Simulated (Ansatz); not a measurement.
Relaxation of a relaxed BaF2 cell deformed by the Cartesian strain tensor (xx, yy, zz, yz, xz, xy) = (-0.032, -0.097, 0.012, -0.048, 0.065, 0.134); 3 atoms in the cell, which starts as P-1 (No. 2), aP3; a = 3.562 Å, b = 4.074 Å, c = 4.128 Å, α = 70.34°, β = 70.28°, γ = 75.00°. The numbers are results of PBE (plane waves to 420 eV, PAW, scalar-relativistic; Ansatz, a first-principles code), not measurements. Γ-centred k-mesh 8×7×6 on the run's cell (coarser than for final values), Fermi–Dirac smearing 0.05 eV. This is the first round of the run. 

The optimiser's lines from the output (shortened; P is positive under compression):

```
relax step   1: F+E_penalty+E_count = -7570.70953822 eV  Δ(F+E_penalty+E_count) = +0.000e0 eV  max|allowed force component| = 2.652e0 eV/Å  Δτ_max = 0.0000 Å  P = +23.142 GPa  Ω = 52.384 Å³  (6 SCF iters, dr2 threshold 1.00e-7 eV, accepted)
relax step   2: F+E_penalty+E_count = -7571.80577431 eV  Δ(F+E_penalty+E_count) = -1.096e0 eV  max|allowed force component| = 7.475e-1 eV/Å  Δτ_max = 0.1143 Å  P = +7.171 GPa  Ω = 55.927 Å³  (6 SCF iters, dr2 threshold 3.00e-7 eV, accepted)
relax step   3: F+E_penalty+E_count = -7572.04173358 eV  Δ(F+E_penalty+E_count) = -2.360e-1 eV  max|allowed force component| = 3.114e-1 eV/Å  Δτ_max = 0.0142 Å  P = +2.959 GPa  Ω = 57.547 Å³  (6 SCF iters, dr2 threshold 3.00e-7 eV, accepted)
relax step   4: F+E_penalty+E_count = -7572.14817546 eV  Δ(F+E_penalty+E_count) = -1.064e-1 eV  max|allowed force component| = 7.359e-2 eV/Å  Δτ_max = 0.0114 Å  P = +0.502 GPa  Ω = 58.214 Å³  (6 SCF iters, dr2 threshold 3.00e-7 eV, accepted)
relax step   5: F+E_penalty+E_count = -7572.16243326 eV  Δ(F+E_penalty+E_count) = -1.426e-2 eV  max|allowed force component| = 4.489e-2 eV/Å  Δτ_max = 0.0279 Å  P = -0.304 GPa  Ω = 58.247 Å³  (6 SCF iters, dr2 threshold 3.00e-7 eV, accepted)
relax step   6: F+E_penalty+E_count = -7572.16386337 eV  Δ(F+E_penalty+E_count) = -1.430e-3 eV  max|allowed force component| = 1.898e-3 eV/Å  Δτ_max = 0.0087 Å  P = +0.062 GPa  Ω = 57.981 Å³  (5 SCF iters, dr2 threshold 3.00e-7 eV, accepted)
relax step   7: F+E_penalty+E_count = -7572.16378371 eV  Δ(F+E_penalty+E_count) = +7.965e-5 eV  max|allowed force component| = 3.346e-4 eV/Å  Δτ_max = 0.0005 Å  P = +0.005 GPa  Ω = 58.020 Å³  (4 SCF iters, dr2 threshold 2.15e-8 eV, accepted)
relax step   8: F+E_penalty+E_count = -7572.29427730 eV  Δ(F+E_penalty+E_count) = -1.305e-1 eV  max|allowed force component| = 4.701e-3 eV/Å  Δτ_max = 0.0000 Å  P = +2.772 GPa  Ω = 58.020 Å³  stress off target by 6.51e0 GPa  SCF on the basis re-selected at this cell (its energy is not comparable with the rows above)  (8 SCF iters)
relax step   9: F+E_penalty+E_count = -7572.36213878 eV  Δ(F+E_penalty+E_count) = -6.786e-2 eV  max|allowed force component| = 5.929e-3 eV/Å  Δτ_max = 0.0483 Å  P = +1.431 GPa  Ω = 59.298 Å³  (6 SCF iters, dr2 threshold 3.00e-7 eV, accepted)
relax step  10: F+E_penalty+E_count = -7572.38092267 eV  Δ(F+E_penalty+E_count) = -1.878e-2 eV  max|allowed force component| = 1.847e-3 eV/Å  Δτ_max = 0.0375 Å  P = -0.102 GPa  Ω = 60.591 Å³  (6 SCF iters, dr2 threshold 3.00e-7 eV, accepted)
relax step  11: F+E_penalty+E_count = -7572.38156533 eV  Δ(F+E_penalty+E_count) = -6.427e-4 eV  max|allowed force component| = 9.076e-4 eV/Å  Δτ_max = 0.0023 Å  P = -0.020 GPa  Ω = 60.518 Å³  (4 SCF iters, dr2 threshold 3.00e-7 eV, accepted)
relax step  12: F+E_penalty+E_count = -7572.38164521 eV  Δ(F+E_penalty+E_count) = -7.988e-5 eV  max|allowed force component| = 1.663e-4 eV/Å  Δτ_max = 0.0004 Å  P = +0.002 GPa  Ω = 60.499 Å³  (5 SCF iters, dr2 threshold 7.46e-9 eV, accepted)
relax step  13: F+E_penalty+E_count = -7572.40435901 eV  Δ(F+E_penalty+E_count) = -2.271e-2 eV  max|allowed force component| = 1.247e-3 eV/Å  Δτ_max = 0.0000 Å  P = +0.398 GPa  Ω = 60.499 Å³  stress off target by 1.27e0 GPa  SCF on the basis re-selected at this cell (its energy is not comparable with the rows above)  (7 SCF iters)
relax step  14: F+E_penalty+E_count = -7572.40792839 eV  Δ(F+E_penalty+E_count) = -3.569e-3 eV  max|allowed force component| = 8.211e-4 eV/Å  Δτ_max = 0.0130 Å  P = +0.010 GPa  Ω = 60.897 Å³  (5 SCF iters, dr2 threshold 3.00e-7 eV, accepted)
relax step  15: F+E_penalty+E_count = -7572.40795632 eV  Δ(F+E_penalty+E_count) = -2.793e-5 eV  max|allowed force component| = 2.078e-4 eV/Å  Δτ_max = 0.0015 Å  P = -0.000 GPa  Ω = 60.905 Å³  (5 SCF iters, dr2 threshold 2.60e-8 eV, accepted)
relax step  16: F+E_penalty+E_count = -7572.40944622 eV  Δ(F+E_penalty+E_count) = -1.490e-3 eV  max|allowed force component| = 1.435e-4 eV/Å  Δτ_max = 0.0000 Å  P = +0.023 GPa  Ω = 60.905 Å³  stress off target by 1.47e-1 GPa  SCF on the basis re-selected at this cell (its energy is not comparable with the rows above)  (6 SCF iters)
relax step  17: F+E_penalty+E_count = -7572.40945876 eV  Δ(F+E_penalty+E_count) = -1.253e-5 eV  max|allowed force component| = 1.801e-4 eV/Å  Δτ_max = 0.0017 Å  P = -0.004 GPa  Ω = 60.935 Å³  (5 SCF iters, dr2 threshold 5.38e-8 eV, accepted)
relax step  18: F+E_penalty+E_count = -7572.40954979 eV  Δ(F+E_penalty+E_count) = -9.104e-5 eV  max|allowed force component| = 1.917e-4 eV/Å  Δτ_max = 0.0000 Å  P = -0.003 GPa  Ω = 60.935 Å³  stress off target by 1.99e-2 GPa  SCF on the basis re-selected at this cell (its energy is not comparable with the rows above)  (5 SCF iters)
```

From the first to the last row the energy changes by -0.57 eV/atom and the volume by +16.3 %. The last row is marked as not comparable with the walk above it, whose basis was carried along; it does compare with step 1, since both stand on a basis selected at the nominal cutoff for their own cell.

Energy and pressure jump between steps 7 and 8 at one geometry, where the plane-wave basis was selected anew. While the cell walks, the set of plane waves is carried along, so its effective cutoff drifts with the strain; re-selecting it at 420 eV moved the energy by -0.043 eV/atom and the pressure by 2.8 GPa. Only step 1 and rows on a re-selected basis compare with each other.

Later rounds, restarted from the end of this one on a renewed k-mesh, logged 6 more steps and released under 1 meV/atom more. The final structure after all rounds: Fm-3m (No. 225), cF12, fluorite type; a = 6.246 Å, b = 6.246 Å, c = 6.246 Å, α = 90.00°, β = 90.00°, γ = 90.00°. Between re-selections the logged energies stand on a plane-wave basis carried along with the cell. No spin polarisation in the result.

The run could not lose the symmetry of its start.
